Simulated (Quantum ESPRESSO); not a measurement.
pw.x input (Quantum ESPRESSO 7.5; LDA, PseudoDojo standard norm-conserving files, scalar-relativistic):

```
&CONTROL
  calculation = 'scf'
  pseudo_dir = './pseudo'
  outdir = './out'
  tprnfor = .true.
  tstress = .true.
/
&SYSTEM
  ibrav = 0
  nat = 9
  ntyp = 4
  ecutwfc = 88.0
  ecutrho = 352.0
  occupations = 'smearing'
  smearing = 'fd'
  degauss = 0.002
  nbnd = 25
/
&ELECTRONS
  conv_thr = 9e-10
/
ATOMIC_SPECIES
H 1.0080 H.upf
Na 22.9898 Na.upf
Ca 40.0780 Ca.upf
Ir 192.2170 Ir.upf
CELL_PARAMETERS angstrom
  0.000000000000   3.613040000000   3.613040000000
  3.613040000000   0.000000000000   3.613040000000
  3.613040000000   3.613040000000   0.000000000000
ATOMIC_POSITIONS crystal
H   0.767380000000   0.232620000000   0.232620000000
H   0.767380000000   0.767380000000   0.232620000000
H   0.232620000000   0.767380000000   0.767380000000
H   0.232620000000   0.232620000000   0.767380000000
H   0.232620000000   0.767380000000   0.232620000000
H   0.767380000000   0.232620000000   0.767380000000
Na   0.750000000000   0.750000000000   0.750000000000
Ca   0.250000000000   0.250000000000   0.250000000000
Ir   0.000000000000   0.000000000000   0.000000000000
K_POINTS automatic
6 6 6 0 0 0
```

End of the output:

```
     total energy              =    -405.78054952 Ry
     estimated scf accuracy    <       0.00000516 Ry
     total energy              =    -405.78055074 Ry
     estimated scf accuracy    <       0.00000007 Ry
     total energy              =    -405.78055082 Ry
     estimated scf accuracy    <       0.00000004 Ry
[...]
     the Fermi energy is     6.1873 ev
!    total energy              =    -405.78055083 Ry
     estimated scf accuracy    <          6.5E-10 Ry
     smearing contrib. (-TS)   =       0.00000000 Ry
     internal energy E=F+TS    =    -405.78055083 Ry
     The total energy is F=E-TS. E is the sum of the following terms:
     one-electron contribution =    -233.68332317 Ry
     hartree contribution      =     123.76442691 Ry
     xc contribution           =     -74.63678249 Ry
     ewald contribution        =    -221.22487207 Ry
     convergence has been achieved in   9 iterations
     Forces acting on atoms (cartesian axes, Ry/au):
     atom    1 type  1   force =    -0.00600371    0.00000000    0.00000000
     atom    2 type  1   force =     0.00000000    0.00000000    0.00600371
     atom    3 type  1   force =     0.00600371    0.00000000    0.00000000
     atom    4 type  1   force =     0.00000000    0.00000000   -0.00600371
     atom    5 type  1   force =    -0.00000000   -0.00600371    0.00000000
     atom    6 type  1   force =     0.00000000    0.00600371    0.00000000
     atom    7 type  2   force =     0.00000000    0.00000000    0.00000000
     atom    8 type  3   force =    -0.00000000    0.00000000    0.00000000
     atom    9 type  4   force =     0.00000000    0.00000000    0.00000000
     Total force =     0.014706     Total SCF correction =     0.000012
     Computing stress (Cartesian axis) and pressure
          total   stress  (Ry/bohr**3)                   (kbar)     P=      -44.11
  -0.00029984  -0.00000000  -0.00000000          -44.11       -0.00       -0.00
  -0.00000000  -0.00029984  -0.00000000           -0.00      -44.11       -0.00
  -0.00000000  -0.00000000  -0.00029984           -0.00       -0.00      -44.11
```
In a gapped system the printed Fermi energy is only some level inside the gap.

Spin-orbit coupling is not included.

Geometry of the Materials Project entry, not relaxed at this level.
